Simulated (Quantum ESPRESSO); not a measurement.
**Kohn-Sham bands of BaTiO3 (P4mm)**

```
CELL_PARAMETERS angstrom
      3.99038     0.00000     0.00000
      0.00000     3.99038     0.00000
      0.00000     0.00000     4.10266
ATOMIC_POSITIONS crystal
  Ba 0.50000 0.50000 0.58254
  Ti 0.00000 0.00000 0.10004
  O  0.00000 0.50000 0.06422
  O  0.50000 0.00000 0.06422
  O  0.00000 0.00000 0.54897
```

Materials Project entry mp-5986; symmetrised, unrelaxed at this level. COD (Crystallography Open Database) has the formula in 5 space groups, this one among them (matched by group alone). Level: PBEsol, no spin polarisation, no spin-orbit coupling; pw.x of Quantum ESPRESSO at 68 Ry with PseudoDojo potentials, 8×8×8 k-points, Wannier90. Density: 8×8×8 mesh, cold smearing 0.01 Ry. Spin-orbit coupling is left out although heavy elements are present.

Problem. List the Kohn-Sham levels between −8 and 4.8 eV relative to the valence-band maximum at the high-symmetry points, as a band run of pw.x on that density gives them (levels within 2 meV counted together).

Solution. 
```json
[
 {"point": "Γ", "k (reciprocal lattice)": "0.000 0.000 0.000", "levels (eV)": "-2.46, -2.39 (×2), -1.49 (×2), -1.26, -0.57, -0.43 (×2), 1.81, 2.23 (×2), 4.13, 4.26, 4.72"},
 {"point": "X", "k (reciprocal lattice)": "0.000 0.500 0.000", "levels (eV)": "-4.05, -2.86, -2.85, -2.46, -1.96, -1.92, -1.71, -1.25, -1.06, 2.32, 3.54, 3.61, 4.17"},
 {"point": "M", "k (reciprocal lattice)": "0.500 0.500 0.000", "levels (eV)": "-4.39, -4.11, -3.85, -2.86 (×2), -1.91, -1.05 (×2), -0.04, 3.65 (×2), 4.01, 4.49"},
 {"point": "Z", "k (reciprocal lattice)": "0.000 0.000 0.500", "levels (eV)": "-4.03, -2.82 (×2), -2.06 (×2), -2.00, -1.96, -0.71 (×2), 1.93, 3.54 (×2), 4.12"},
 {"point": "R", "k (reciprocal lattice)": "0.000 0.500 0.500", "levels (eV)": "-4.31, -4.13, -3.81, -2.91, -2.66, -1.81, -1.02, -0.97, -0.31, 3.56, 3.58, 3.91"},
 {"point": "A", "k (reciprocal lattice)": "0.500 0.500 0.500", "levels (eV)": "-4.54, -3.83, -3.80, -2.56, -2.50 (×2), -0.27 (×2), 0.00, 4.15 (×2), 4.21"}
]
```
